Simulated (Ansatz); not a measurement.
## Straining TlBi2

These are results of DFT PBEsol, scalar-relativistic, plane waves, PAW in Ansatz, not measurements. Run with 420 eV cutoff, 9×9×12 k-mesh, Gaussian smearing of 0.10 eV, no spin polarisation.

Starting point, cell and atoms relaxed:

```yaml
crystal:
  lattice:
    - [5.65024, 0.00000, 0.00000]
    - [-2.82512, 4.89325, 0.00000]
    - [0.00000, 0.00000, 3.32125]
  atoms:
    - { symbol: Tl, position: [0.00000, 0.00000, 0.00000] }
    - { symbol: Bi, position: [0.66667, 0.33333, 0.50000] }
    - { symbol: Bi, position: [0.33333, 0.66667, 0.50000] }
```

Deformation: c alone is stretched, the rest of the cell is held and the atoms relax, all within the symmetry that the strain leaves. Energies are extrapolated to zero smearing.

Spin–orbit coupling is left out, which can shift energies with elements as heavy as these.

Q: Give the structure at +4.5 %.

A:
```yaml
crystal:
  lattice:
    - [5.65024, 0.00000, 0.00000]
    - [-2.82512, 4.89325, 0.00000]
    - [0.00000, 0.00000, 3.47071]
  atoms:
    - { symbol: Tl, position: [0.00000, 0.00000, 0.00000] }
    - { symbol: Bi, position: [0.66667, 0.33333, 0.50000] }
    - { symbol: Bi, position: [0.33333, 0.66667, 0.50000] }
```
Space group P6/mmm (191), 15.6 meV/atom over the relaxed crystal.